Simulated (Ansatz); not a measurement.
## From the elastic tensor of BePd at 25 GPa (stress–strain coefficients) to moduli and sound speeds

Method: DFT LDA, scalar-relativistic, plane waves, PAW (Ansatz). Settings: 420 eV plane-wave cutoff, Γ-centred 16×16×16 mesh, Fermi-Dirac smearing of 0.15 eV. No spin polarisation.

The structure is cubic, space group Pm-3m (No. 221). Conventional cell: a = 2.685 Å, b = 2.685 Å, c = 2.685 Å, α = 90.00°, β = 90.00°, γ = 90.00°. Around Be (site symmetry m-3m) lie 8 Pd at 2.33 Å. Around Pd (site symmetry m-3m) lie 8 Be at 2.33 Å.

In a metal, frequencies and elastic constants depend on the k mesh and the smearing, soft modes and shear constants most. Other phases may be more stable at this pressure.

Relaxed-ion constants (GPa, on the Cartesian axes of the calculation):
C11 = 417.1, C12 = 261.2, C13 = 261.2, C22 = 417.1, C23 = 261.2, C33 = 417.1, C44 = 124.4, C55 = 124.4, C66 = 124.4 GPa; the others vanish.

Density 9.902 g/cm³; 2 atoms in 19.36 Å³.

The values that follow are for a polycrystal of randomly turned grains, by Hill's mean where one number stands.

With S = C⁻¹: B_V = (C11+C22+C33+2(C12+C13+C23))/9, G_V = (C11+C22+C33−C12−C13−C23+3(C44+C55+C66))/15, 1/B_R = S11+S22+S33+2(S12+S13+S23), 15/G_R = 4(S11+S22+S33−S12−S13−S23)+3(S44+S55+S66); Hill is their mean. Then v_l = √((B+4G/3)/ρ), v_t = √(G/ρ), v_m = [(2/v_t³+1/v_l³)/3]^(−1/3) and Θ = (ħ/k_B)·v_m·(6π²n/V)^(1/3) for n atoms in the volume V; E = 9BG/(3B+G), ν = (3B−2G)/(2(3B+G)) and A^U = 5G_V/G_R + B_V/B_R − 6.

```
Bulk modulus, Voigt / Reuss / Hill          : 313.2 / 313.2 / 313.2 GPa
Shear modulus, Voigt / Reuss / Hill         : 105.8 / 100.4 / 103.1 GPa
Young's modulus                             : 279 GPa
Poisson ratio                               : 0.352
Pugh ratio B/G                              : 3.04
Universal anisotropy index                  : 0.27
Longitudinal and transverse sound speeds    : 6746 and 3227 m/s
Debye temperature from the mean sound speed : 507 K
```

Cost: 1 run of about 0.88 core-minutes, on Arm Neoverse V2 (shared hosts).